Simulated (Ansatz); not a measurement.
Y:
```yaml
crystal:
  lattice:
    - [3.60598, 0.00000, 0.00000]
    - [-1.80299, 3.12287, 0.00000]
    - [0.00000, 0.00000, 5.59203]
  atoms:
    - { symbol: Y, position: [0.33333, 0.66667, 0.75000] }
    - { symbol: Y, position: [0.66667, 0.33333, 0.25000] }
```

Relaxed with PBE+D3(BJ). Special points in fractions of this cell's reciprocal vectors: Γ (0.000, 0.000, 0.000); M (0.500, 0.000, 0.000); K (0.333, 0.333, 0.000); A (0.000, 0.000, 0.500); L (0.500, 0.000, 0.500); H (0.333, 0.333, 0.500).

### Question
List the band energies nearest the Fermi level at these points for the program Ansatz at the PBE+D3(BJ) level (PAW).

### Answer
In eV from the Fermi level; about four levels below and three above (degenerate sets whole), none deeper than 8.9 eV; points with the same levels are listed once.

```tsv
k	below	above
Γ	-4.70 -1.88	1.10 1.78 1.78
M	-1.67 -1.25 -0.85 -0.06	1.45 1.53 2.21
K	-0.78 -0.66 -0.66 -0.45	1.14 1.14 2.48
A	-3.20 -3.20	1.03 1.03 1.68 1.68 1.68 1.68
L	-1.69 -1.69	0.09 0.09 1.50 1.50
H	-0.40 -0.40 -0.38 -0.38	0.47 0.47 2.87 2.87
```

Space group P6_3/mmc (hcp (Mg type)). The cell was relaxed with PBE+D3(BJ) under the symmetry of its start. The run is not spin-polarised. The pairwise dispersion correction was not fitted to metals. Spin–orbit coupling is left out wherever it is not named.

Potentials: the earlier of the program's two PAW sets.
